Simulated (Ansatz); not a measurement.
Here is the system:

CdTe:
```cif
data_Cd4Te4
_chemical_formula_sum 'Te4 Cd4'
_space_group_name_H-M_alt 'F-43m'
_space_group_IT_number 216
_space_group_name_Hall 'F -4 2 3'
_cell_length_a 6.48904
_cell_length_b 6.48904
_cell_length_c 6.48904
_cell_angle_alpha 90.000
_cell_angle_beta 90.000
_cell_angle_gamma 90.000
loop_
_atom_site_label
_atom_site_type_symbol
_atom_site_symmetry_multiplicity
_atom_site_Wyckoff_symbol
_atom_site_fract_x
_atom_site_fract_y
_atom_site_fract_z
_atom_site_occupancy
Te1 Te 4 c 0.25000 0.25000 0.25000 1
Cd1 Cd 4 a 0.00000 0.00000 0.00000 1
```
(The calculation used a cell of 2 atoms; values per cell refer to that cell.)

This is the PBEsol-relaxed structure.

Question: All from DFT-PBEsol in the program Ansatz with PAW potentials, unless another level is named. Predict the hole effective mass, band 3 of 3 at the edge.

Answer: 0.055 along [100], 0.051 along [110], 0.050 along [111] (mₑ).

Question: What about the formation energy from the elements (no fitted shifts)?

Answer: -0.38 eV/atom.

Question: Next, the electron effective mass with spin–orbit coupling?

Answer: 0.041 mₑ (isotropic).

The PBEsol relaxation kept the symmetry of its start. The references are the lowest solids computed at this level, not always the standard phases. Scalar-relativistic: spin–orbit coupling is off unless named, which matters more the heavier the elements.

Potentials: the later of the program's two PAW sets.

Edges and masses are those of Kohn–Sham bands, whose gap is no quasiparticle gap.
